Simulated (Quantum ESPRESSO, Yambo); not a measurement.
Si (space group P6_3/mmc, No. 194): static response along x against the Γ-centred k mesh (Yambo on PBEsol (pw.x of Quantum ESPRESSO, ONCV potentials, scalar-relativistic) bands; 53 bands, 4 Ry block). The smallest direct PBEsol gap is 0.95 eV. Axes are Cartesian, with cell vectors (Å) (3.83, 0.00, 0.00), (-1.91, 3.31, 0.00), (0.00, 0.00, 6.32).

```json
[
 {"k mesh": "3×3×2", "ε(0), independent particles": "28.7", "ε(0), RPA with local fields": "26.0"},
 {"k mesh": "6×6×2", "ε(0), independent particles": "16.5", "ε(0), RPA with local fields": "15.1"},
 {"k mesh": "9×9×4", "ε(0), independent particles": "?", "ε(0), RPA with local fields": "?"}
]
```

Problem. What does the densest mesh give?

Solution. 
- 9×9×4, ε(0), independent particles: 14.4
- 9×9×4, ε(0), RPA with local fields: 13.1

The last step changes the RPA value by 15 %: not yet converged. Electronic response only; costs are rough.

Geometry relaxed with PBEsol; primitive cell a = 3.826 Å, b = 3.826 Å, c = 6.315 Å, α = 90.00°, β = 90.00°, γ = 120.00°.

This is not the ordinary phase of the substance; no match was found in the copy of COD used, and its stability was not checked.
